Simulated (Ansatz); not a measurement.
**Fields on a plane of Sb (A7 type, space group R-3m)**

```
CELL_PARAMETERS angstrom
      2.13423     1.23220     3.57258
     -2.13423     1.23220     3.57258
      0.00000    -2.46440     3.57258
ATOMIC_POSITIONS crystal
  Sb 0.23890 0.23890 0.23890
  Sb 0.76110 0.76110 0.76110
```

The slice is a (-1 1 0 4) plane (indices of the conventional cell) through the point (0.761, 0.761, 0.761) (fractional), spanned by u = [1 0 -1] and v = [1 -1 1] in vectors of this cell: u (4.27 Å) and v (6.09 Å, at 90° to u). It covers one period; positions are fractions (u, v).

Atoms on it: Sb at (0.00, 0.48), 0.2 Å off the plane; Sb at (0.00, 0.00). Other atoms lie within 1 Å of the plane.

These are PBEsol-D3(BJ) (plane waves to 420 eV, PAW, scalar-relativistic; Ansatz, a first-principles code) values and carry that method's errors. k mesh 13×13×13. Near the nuclei the fields are pseudised (PAW); where an atom keeps semicore shells as valence, they peak there. Sb was relaxed with its symmetry unable to fall. Spin-orbit coupling is left out, though Sb is heavy.

```
|xxxx1144557755221111225577554411xx|
|0011335566774422111122447766553311|
|4455556677663311000011336677665555|
|6666667766442200000000224466776666|
|7777776644220000000000002244667777|
|6666553322110000000000001122335566|
|7777664422110000000000001122446677|
|7777777755221100000000112255777777|
|6666667777552200000000225577776666|
|3344556677663311000011336677665544|
|xx00335566774422111122447766553300|
|xxxx1144667755221111225577664411xx|
|xxxx1144556655221111225566554411xx|
|xxxx2255556644110000114466555522xx|
|2233445566663311000011336666554433|
|5555556666442200000000224466665555|
|7777777755331100000000113355777777|
|9999887744220000000000002244778899|
|9988887755221100000000112255778888|
|5566666666441100000000114466666666|
|4444555566553311000011335566555544|
|0011335555664422111122446655553311|
|xxxx1144556655221111225566554411xx|
|xxxx0044557755221111225577554400xx|
```
Scale: ten equal steps from 0.03 (start of '0') to 0.64 (end of '9'), in the order '0123456789'. Values: electron localisation function (ELF). The map has 17 points along u (two characters each, u = 0 at the left) and 24 along v (v = 0 in the bottom row). Points within 0.5 Å of a nucleus are blanked (x), as the pseudised field means little there.

```
v \ u  0.00  0.12  0.24  0.35  0.47  0.59  0.71  0.82  0.94
-----  ----  ----  ----  ----  ----  ----  ----  ----  ----
0.88    0.1  -0.1  -0.6  -1.0  -1.3  -1.2  -0.8  -0.4   0.0
0.75   -0.7  -0.8  -1.1  -1.4  -1.5  -1.5  -1.2  -0.9  -0.7
0.62   -0.1  -0.3  -0.7  -1.1  -1.4  -1.3  -0.9  -0.5  -0.2
0.50    1.2   0.6  -0.3  -0.9  -1.2  -1.0  -0.6   0.1   1.1
0.38    0.4   0.0  -0.5  -1.0  -1.3  -1.2  -0.8  -0.3   0.3
0.25   -0.5  -0.6  -0.9  -1.3  -1.5  -1.4  -1.1  -0.7  -0.5
0.12    0.1  -0.1  -0.6  -1.1  -1.3  -1.2  -0.9  -0.4   0.0
0.00    1.4   0.7  -0.3  -0.8  -1.1  -1.0  -0.6   0.1   1.2
```

Values: log₁₀ of the valence density in e/Å³. The scale is logarithmic, as a density can span decades between atoms and voids.
